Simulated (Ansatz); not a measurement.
Here is the system:

LiF:
```cif
data_F4Li4
_chemical_formula_sum 'F4 Li4'
_space_group_name_H-M_alt 'F-43m'
_space_group_IT_number 216
_space_group_name_Hall 'F -4 2 3'
_cell_length_a 4.31177
_cell_length_b 4.31177
_cell_length_c 4.31177
_cell_angle_alpha 90.000
_cell_angle_beta 90.000
_cell_angle_gamma 90.000
loop_
_atom_site_label
_atom_site_type_symbol
_atom_site_symmetry_multiplicity
_atom_site_Wyckoff_symbol
_atom_site_fract_x
_atom_site_fract_y
_atom_site_fract_z
_atom_site_occupancy
F1 F 4 d 0.75000 0.75000 0.75000 1
Li1 Li 4 a 0.00000 0.00000 0.00000 1
```
(The calculation used a cell of 2 atoms; values per cell refer to that cell.)

This is the PBEsol-relaxed structure.

All from plane-wave PAW PBEsol (Ansatz code), unless another level is named. Give the largest static χ(2) component.

0.75 pm/V.

And the static dielectric constant ε0 (ions relaxed, cell fixed)?

4.43.

Predict the electronic dielectric constant ε∞ (DFPT).

1.90.

Predict the Born charges (a third of the trace).

F -0.98, Li +0.98 e.

The start of the workflow was typed in or built on a structure type; neither database checked (COD, Materials Project) lists it. It is not the phase usual at ambient conditions (space group No. 225). The PBEsol relaxation kept the symmetry of its start; phonons on a q-mesh show no instability.

Potentials: the later of the program's two PAW sets.
